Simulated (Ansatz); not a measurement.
A geometry of ScSi away from equilibrium: step 2 of the relaxation of a relaxed ScSi cell displaced along its unstable phonon at q = (½, 0, 0) of its primitive reciprocal cell (71i cm⁻¹), largest move 0.15 Å. The numbers are results of PBE (plane waves to 420 eV, PAW, scalar-relativistic; Ansatz, a program for electronic structure), not measurements. Γ-centred k-mesh 4×7×6 on the run's cell (coarser than for final values), Fermi–Dirac smearing 0.05 eV.

```xyz
8
Lattice="9.2776 0.0000 0.0000 0.0000 4.6173 0.0000 0.0000 0.0000 5.2946" Properties=species:S:1:pos:R:3:forces:R:3 pbc="T T T" free_energy=-11084.579 pressure_GPa=-0.1
Sc     0.2701     2.3087     0.0000    0.1943    0.0000    0.0000
Sc     4.3687     2.3087     0.0000   -0.1943    0.0000    0.0000
Sc     2.3194     0.0000     2.6473    0.0000    0.0000    0.0000
Sc     6.9582     0.0000     2.6473    0.0000    0.0000    0.0000
Si     0.0007     0.0000     1.3224   -0.1529    0.0000   -0.0239
Si     4.6381     0.0000     1.3224    0.1529    0.0000   -0.0239
Si     0.0007     0.0000     3.9722   -0.1529    0.0000    0.0239
Si     4.6381     0.0000     3.9722    0.1529    0.0000    0.0239
```

Positions in Å, forces in eV/Å, free energy of the cell in eV (comparable only within this code, potentials and settings). Largest force: 0.19 eV/Å, on Sc1, Sc2 (atoms numbered as listed); the geometry lies 0.04 eV/atom above the end of its relaxation.

No spin polarisation in the result.

The run could not lose the symmetry of its start, so the end can be a saddle point.

The end of the path is a generated cell of ScSi: the first start was made by placing the elements on the sites of a structure type, and the end was not matched to a known phase here, so it may be hypothetical.
